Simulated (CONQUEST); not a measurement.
Worked example: self-consistent single point of TiO2 (P4_2/mnm, 6 atoms in the cell; from Materials Project mp-2657, lattice scaled a little) in CONQUEST.

Method: PBE, numerical atomic orbitals double-zeta with polarisation (the shipped basis), PseudoDojo norm-conserving potentials made for PBE in CONQUEST.

```
CELL_PARAMETERS angstrom
      4.65826     0.00000     0.00000
      0.00000     4.65826     0.00000
      0.00000     0.00000     2.99679
ATOMIC_POSITIONS crystal
  Ti 0.50000 0.50000 0.00000
  Ti 0.00000 0.00000 0.50000
  O  0.69568 0.69568 0.50000
  O  0.30432 0.30432 0.50000
  O  0.80432 0.19568 0.00000
  O  0.19568 0.80432 0.00000
```

Reference input (self-consistent single point, DFT, PBE, numerical atomic orbitals double-zeta with polarisation (the shipped basis), PseudoDojo norm-conserving potentials made for PBE): basis = DZP; Diag.MPMeshX, Y, Z = 5 5 7; potentials = PseudoDojo norm-conserving PBE; Grid.GridCutoff = 140 Ha; DM.SolutionMethod = diagon; Diag.SmearingType = 1; Diag.kT = 0.000735 Ha; Diag.GammaCentred = true; Diag.MPOrder = 0; minE.SCTolerance = 1.0e-07; SC.MaxIters = 100; SC.LinearMixingFactor = 0.3. This run's input differs from it in these lines:

```diff
@@ -15,3 +15,3 @@
 
-Grid.GridCutoff                140
+Grid.GridCutoff                300
 DM.SolutionMethod              diagon
```

Output, abridged:

```
    new_SC_potl: Starting.  Tolerance:  0.10000E-06

    PulayMixSC: Starting Pulay mixing, A_up =  0.300 A_dn =  0.300
    PulayMixSC: Spin non-polarised calculation.
          Harris-Foulkes Energy            :     -5046.762583393004206 eV
          (TS=0 as O(N) or entropic contribution is negligible)
          DFT Total Energy                 :     -5017.338632891028283 eV
          Total number of electrons        :        48.000000000002636
    PulayMixSC: Pulay iteration     1 residual:              0.10078E-01
          Harris-Foulkes Energy            :     -5038.492580535684283 eV
   [... lines left out ...]
          (TS=0 as O(N) or entropic contribution is negligible)
          DFT Total Energy                 :     -5038.305583925583960 eV
          Total number of electrons        :        48.000010430070226
    PulayMixSC: Pulay iteration    10 residual:              0.13893E-06
          Harris-Foulkes Energy            :     -5038.305583925920473 eV
          (TS=0 as O(N) or entropic contribution is negligible)
          DFT Total Energy                 :     -5038.305583925773135 eV
          Total number of electrons        :        48.000010429525041
    PulayMixSC: Pulay iteration    11 residual:              0.72119E-07
    PulayMixSC: Reached SCF tolerance of  0.72119E-07 after     11 iterations
      | Number of electrons      =        48.000010
      |* band energy as 2Tr[K.H] =     -1237.985316113612271 eV
      |  screened ion-ion energy =     -3907.853438141642982 eV
      |  Ha correction           =        -0.465365285836541 eV
      |  XC correction           =       107.998546316705855 eV
      |* Harris-Foulkes energy   =     -5038.305583925920473 eV
      |* DFT total energy        =     -5038.305583925773135 eV
      |  estimated accuracy      =        -0.000000000147718 eV

    force: Forces on atoms (eV/a0)
    force:  Atom   X              Y              Z
    force:     1   0.0000000000   0.0000000000   0.0000000000
    force:     2  -0.0000000000  -0.0000000000  -0.0000000000
   [... lines left out ...]
    force:     6  -0.0761341779   0.0761341779   0.0000000000

    force: Maximum force :        0.07613418(eV/a0) on atom         3 in y direction
    force: Force Residual:        0.08791218 eV/a0
    force: Total stress:          2.14570490     2.14570490     3.80822334 GPa
    force: Average pressure:     -2.69987771 GPa

    force: Finished force
    get_E_and_F: Change in energy during last step of electronic optimisation: -0.63778E-10
```

The run converged in 11 iterations. CONQUEST prints the stress tensor with tension positive. Against the reference run the free energy hardly moves (within 1 meV/atom), the pressure moves little (-2.77 to -2.70 GPa) and the largest force goes from 0.138 to 0.203 eV/Å.

The program uses no crystal symmetry, so grid and mesh can part values that symmetry would make equal. The atom-centred basis is finite, which shifts total energies, pressures and forces against plane waves. This run is one point of a test of settings, so its values need not be converged; read them against the reference run alone. The structure comes from a collection of computed structures, made at another level of theory; the collection holds predicted forms beside known ones. Its lattice was then scaled.

Cost on one core: around 110 core-seconds (rough).
